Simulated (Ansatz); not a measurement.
The start is a generated cell, Pt built in the hcp structure type. The structure is fully relaxed (lattice and positions, P = 0) with PBEsol (plane waves to 420 eV, PAW, scalar-relativistic; Ansatz, a quantum-chemistry and plane-wave program). The first steps use a coarse 13×13×7 k-mesh.

Input geometry:
```yaml
crystal:
  lattice:
    - [2.77720, 0.00000, 0.00000]
    - [-1.38860, 2.40512, 0.00000]
    - [0.00000, 0.00000, 4.50904]
  atoms:
    - { symbol: Pt, position: [0.33333, 0.66667, 0.25000] }
    - { symbol: Pt, position: [0.66667, 0.33333, 0.75000] }
```

Question: By how much does the energy per atom fall from start to end?

Answer: 0.02 eV/atom.

Question: Write out the relaxed structure.

Answer: 
```cif
data_Pt2
_chemical_formula_sum 'Pt2'
_space_group_name_H-M_alt 'P63/mmc'
_space_group_IT_number 194
_space_group_name_Hall '-P 6c 2c'
_cell_length_a 2.72779
_cell_length_b 2.72779
_cell_length_c 4.69806
_cell_angle_alpha 90.000
_cell_angle_beta 90.000
_cell_angle_gamma 120.000
loop_
_atom_site_label
_atom_site_type_symbol
_atom_site_symmetry_multiplicity
_atom_site_Wyckoff_symbol
_atom_site_fract_x
_atom_site_fract_y
_atom_site_fract_z
_atom_site_occupancy
Pt1 Pt 2 c 0.33333 0.66667 0.25000 1
```

The space group stays P6₃/mmc (No. 194) (the run could not lower it); the end is hcp (Mg type), with 2 atoms in the primitive cell. Final values are on a 19×19×10 k-mesh of the relaxed cell. No spin polarisation in the result.

The run could not lose the symmetry of its start, so the end can be a saddle point.

All atoms sit on sites fixed by symmetry, so only the cell could relax.

The relaxed structure here is a generated cell of Pt: the first start was made by placing the elements on the sites of a structure type, and the end was not matched to a known phase here, so it may be hypothetical. Known forms of Pt include space group No. 225.
